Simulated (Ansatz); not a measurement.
TiO$_{2}$ (anatase)

```cif
data_O8Ti4
_chemical_formula_sum 'Ti4 O8'
_space_group_name_H-M_alt 'I41/amd :1'
_space_group_IT_number 141
_space_group_name_Hall 'I 4bw 2bw -1bw'
_cell_length_a 3.77787
_cell_length_b 3.77787
_cell_length_c 9.58378
_cell_angle_alpha 90.000
_cell_angle_beta 90.000
_cell_angle_gamma 90.000
loop_
_atom_site_label
_atom_site_type_symbol
_atom_site_symmetry_multiplicity
_atom_site_Wyckoff_symbol
_atom_site_fract_x
_atom_site_fract_y
_atom_site_fract_z
_atom_site_occupancy
Ti1 Ti 4 b 0.00000 0.00000 0.50000 1
O1 O 8 e 0.00000 0.00000 0.29273 1
```
(The calculation used a cell of 6 atoms; values per cell refer to that cell.)

The relaxed cell is deformed in two ways at once: its volume V is scaled, and at that volume it is stretched along z (the c axis of the conventional cell) so that c/a changes. Fractional atomic positions are held.

The numbers are results of r2SCAN (plane waves to 500 eV, PAW, scalar-relativistic; Ansatz, a program for electronic structure), not measurements. k mesh 12×12×12 (Γ-centred), Fermi-Dirac smearing 0.05 eV. Stress and pressure are positive under compression. As the atoms are clamped, bonds stretch with the cell, which overstates energies and stresses. TiO2 is run without spin polarisation. TiO2 was relaxed with its symmetry unable to fall. 

Predict the σzz − σxx (GPa) at all points of the grid V/V₀ = 0.960, 0.980, 1.000, 1.020, 1.040 by (c/a)/(c/a)₀ = 0.960, 0.980, 1.000, 1.020, 1.040.

σzz − σxx (GPa), with V/V₀ across and (c/a)/(c/a)₀ down:

| (c/a)/(c/a)₀ \ V/V₀ | 0.960 | 0.980 | 1.000 | 1.020 | 1.040 |
|---|---|---|---|---|---|
| 0.960 | 14.1 | 12.6 | 11.1 | 9.8 | 8.6 |
| 0.980 | 6.9 | 6.1 | 5.2 | 4.5 | 3.8 |
| 1.000 | 0.5 | 0.2 | 0.0 | -0.2 | -0.4 |
| 1.020 | -5.4 | -5.0 | -4.7 | -4.4 | -4.2 |
| 1.040 | -10.7 | -9.8 | -9.0 | -8.2 | -7.5 |

(Under strain, the slope of the energy per volume gives the stress and its curvature an elastic modulus.)
